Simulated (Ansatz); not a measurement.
One crystal and one scan (scan of one atom of the cell) at two levels, PBE (plane waves to 420 eV, PAW, scalar-relativistic; Ansatz, an electronic-structure program) and PBEsol (plane waves to 420 eV, PAW, scalar-relativistic; Ansatz), each from its own relaxed cell and on its own mesh. The cell shown is that of PBE.

Starting cell, InSb (zinc blende):

```
InSb
1.0
    0.00000     6.63461     6.63461
    3.31730     0.00000     3.31730
    3.31730     3.31730     0.00000
Sb In
2 2
Direct
  0.37500   0.75000   0.75000
  0.87500   0.75000   0.75000
  0.00000   0.00000   0.00000
  0.50000   0.00000   0.00000
```

In this cell atom 3 (In, nearest neighbour Sb at 2.873 Å; its periodic images, 4.7 Å or more away, move with it) is moved by s along Cartesian [110], unit vector (0.707, 0.707, 0.000); all other atoms and the cell stay fixed.

Energies are smeared free energies. InSb was relaxed with its symmetry unable to fall. Spin-orbit coupling is left out, though Sb is heavy. With partly filled bands, energies and forces of such displacements shift with the k mesh and the smearing. Percentages come from the unrounded values.

Results of PBE:

| Item | Value |
|---|---|
| Lattice constant a (Å) | 6.635 |
| Force constant k = d²E/ds² at s = 0 (finite differences) (eV/Å²) | 5.72 |
| Shape of the curve | a single well with its minimum at or next to zero displacement |

What does PBEsol give for the same quantities?


```
quantity                                                          PBEsol     PBE − PBEsol
----------------------------------------------------------------  ------  ---------------
Lattice constant a (Å)                                             6.519  +0.116 (+1.8 %)
Force constant k = d²E/ds² at s = 0 (finite differences) (eV/Å²)    6.39    -0.67 (-10 %)
```

PBE gives the higher value for: lattice constant a. PBE gives the lower value for: force constant k = d²E/ds² at s = 0. (PBE) At this level the bands of InSb touch or barely overlap; measurements give the solid a gap. (PBEsol) At this level the bands of InSb touch or barely overlap; measurements give the solid a gap. Both give the same shape of the curve: a single well with its minimum at or next to zero displacement.

(A displaced cell: forces are minus the slopes of the energy, force constants its curvatures, and phonons follow from these.)
